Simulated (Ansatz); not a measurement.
Total density of states per atom from r²SCAN+D4 (plane waves, PAW; program Ansatz), in 0.25 eV bins, energy from the Fermi level:

(E (eV), states/eV/atom): (-7.85, 0.75); (-7.60, 0.96); (-7.35, 1.18); (-7.10, 1.21); (-6.85, 1.12); (-6.60, 1.07); (-6.35, 0.98); (-6.10, 0.73); (-5.85, 0.84); (-5.60, 1.11); (-5.35, 1.02); (-5.10, 1.05); (-4.85, 1.13); (-4.60, 1.21); (-4.35, 1.29); (-4.10, 1.43); (-3.85, 1.61); (-3.60, 1.78); (-3.35, 1.32); (-3.10, 1.05); (-2.85, 0.95); (-2.60, 0.89); (-2.35, 0.89); (-2.10, 1.08); (-1.85, 1.28); (-1.60, 1.05); (-1.35, 0.90); (-1.10, 0.88); (-0.85, 0.83); (-0.60, 0.80); (-0.35, 0.80); (-0.10, 0.84); (0.15, 0.89); (0.40, 1.04); (0.65, 1.41); (0.90, 1.44); (1.15, 0.96); (1.40, 0.68); (1.65, 0.35); (1.90, 0.25); (2.15, 0.25); (2.40, 0.25); (2.65, 0.25); (2.90, 0.26); (3.15, 0.26); (3.40, 0.26); (3.65, 0.26); (3.90, 0.25); (4.15, 0.25); (4.40, 0.25); (4.65, 0.25)

Q: Which compound is it?
A) Na, fcc (Cu type)
B) Ir, fcc (Cu type)
C) Ca, fcc (Cu type)
D) Yb, fcc (Cu type)

A: B, Ir, fcc (Cu type). Within 0.5 eV of the Fermi level: Ir 5d 95 %. Projections are on Löwdin-orthogonalised atomic valence shells; empty p or d shells of many metals are not among them.

Space group Fm-3m (fcc (Cu type)). The cell was relaxed with r²SCAN+D4 under the symmetry of its start. No spin polarisation was allowed. The pairwise dispersion correction was not fitted to metals. Spin–orbit coupling is left out wherever it is not named.

Potentials: the later of the program's two PAW sets.
